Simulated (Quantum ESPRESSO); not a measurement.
Field gradients of Sr4SO3 from a PBE PAW density (pw.x of a modified build of Quantum ESPRESSO, JTH datasets) with the all-electron reconstruction of Petrilli and co-workers. The input of pw.x:

```
&CONTROL
  calculation = 'scf'
  prefix = 'x'
  pseudo_dir = './pseudo'
  outdir = './out'
  tprnfor = .true.
/
&SYSTEM
  ibrav = 0
  nat = 8
  ntyp = 3
  ecutwfc = 45
  ecutrho = 180
  occupations = 'fixed'
  nbnd = 36
/
&ELECTRONS
  conv_thr = 1e-11
/
ATOMIC_SPECIES
Sr 87.620 Sr.GGA_PBE-JTH.UPF
S 32.060 S.GGA_PBE-JTH.UPF
O 15.999 O.GGA_PBE-JTH.UPF
CELL_PARAMETERS angstrom
    5.479013433000     0.000000000000     0.000000000000
    0.000000000000     5.479013433000     0.000000000000
    0.000000000000     0.000000000000     5.479013433000
ATOMIC_POSITIONS crystal
Sr     0.500000000000     0.000000000000     0.000000000000
S      0.000000000000     0.000000000000     0.000000000000
Sr     0.500000000000     0.500000000000     0.500000000000
O      0.000000000000     0.500000000000     0.500000000000
Sr     0.000000000000     0.000000000000     0.500000000000
O      0.500000000000     0.000000000000     0.500000000000
Sr     0.000000000000     0.500000000000     0.000000000000
O      0.500000000000     0.500000000000     0.000000000000
K_POINTS automatic
5 5 5 0 0 0
```
The cell was made here from a computed Materials Project entry: one of 4 O replaced by S, cell and atoms relaxed (PBE without dispersion, pw.x of Quantum ESPRESSO, symmetry kept). The parent is SrO in Fm-3m. The swapped cell is a model, not a known phase. Stability against distortions was not tested.

Vzz is the sum of three terms, each taken along its main axis: the smooth valence density, the ions (nucleus and frozen core) with the augmentation charges of all other spheres, and the all-electron minus smooth density in the atom's own sphere. The split hangs on the datasets.  Cores are frozen. Sr had no test against all-electron runs.

```
site                 smooth valence density  ions and other spheres  own sphere  Vzz (a.u.)
-------------------  ----------------------  ----------------------  ----------  ----------
Sr1 (atoms 1, 5, 7)                  -0.038                   0.038  (withheld)  (withheld)
```

Q: Complete the blanks.

A: 
- Sr1 (atoms 1, 5, 7), own sphere: -0.574
- Sr1 (atoms 1, 5, 7), Vzz (a.u.): -0.574
